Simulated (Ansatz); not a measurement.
Bi2Se3 (Bi2Te3 type, space group R-3m)

```xyz
5
Lattice="2.0722 1.1964 9.4827 -2.0722 1.1964 9.4827 0.0000 -2.3927 9.4827" Properties=species:S:1:pos:R:3 pbc="T T T"
Bi     0.0000     0.0000    11.4041
Bi     0.0000     0.0000    17.0439
Se     0.0000     0.0000     0.0000
Se     0.0000     0.0000     5.9889
Se     0.0000     0.0000    22.4591
```

The slice is a (0001) plane (indices of the conventional cell) through the point (0.000, 0.000, 0.000) (fractional), spanned by u = [1 0 -1] and v = [-1 2 -1] in vectors of this cell: u (4.14 Å) and v (7.18 Å, at 90° to u). It covers one period; positions are fractions (u, v).

These are PBE-D3(BJ) (plane waves to 420 eV, PAW, scalar-relativistic; Ansatz, a program for electronic structure) values and carry that method's errors. k mesh 9×9×9. Near the nuclei the fields are pseudised (PAW); where an atom keeps semicore shells as valence, they peak there. Bi2Se3 was relaxed with its symmetry unable to fall. Spin-orbit coupling is left out, though Bi is heavy.

Question: Sketch the density of the highest valence band (whole band, smooth part) on this plane as a map.

Answer: 
```
|=*@%=:     :=%@*|
|@@@*-.     .-*@@|
|@%*=:.     .:=*%|
|++-:.       .:-+|
|::..         ..:|
|..             .|
|                |
|       ...      |
|     ..:::..    |
|    .:-+++-:.   |
|   .:=*%@%*=:.  |
|   .-*@@@@@*-.  |
|   :=%@*=*@%=:  |
|  .:+%@= =@%+:. |
|   :=%@*=*@%=:  |
|   .-*@@@@@*-.  |
|   .:=*%@%*=:.  |
|    .:-+++-:.   |
|     ..:::..    |
|       ...      |
|                |
|..             .|
|::..         ..:|
|++-:.       .:-+|
|@%*=:.     .:=*%|
|@@@*-.     .-*@@|
|=*@%=:     :=%@*|
| =@%+:.   .:+%@=|
```
Scale: ten equal steps from 0.002 (start of ' ') to 0.090 (end of '@'), in the order ' .:-=+*#%@'. Values: density of the highest valence band (whole band, smooth part) in e/Å³. The map has 16 points along u (one character each, u = 0 at the left) and 28 along v (v = 0 in the bottom row).
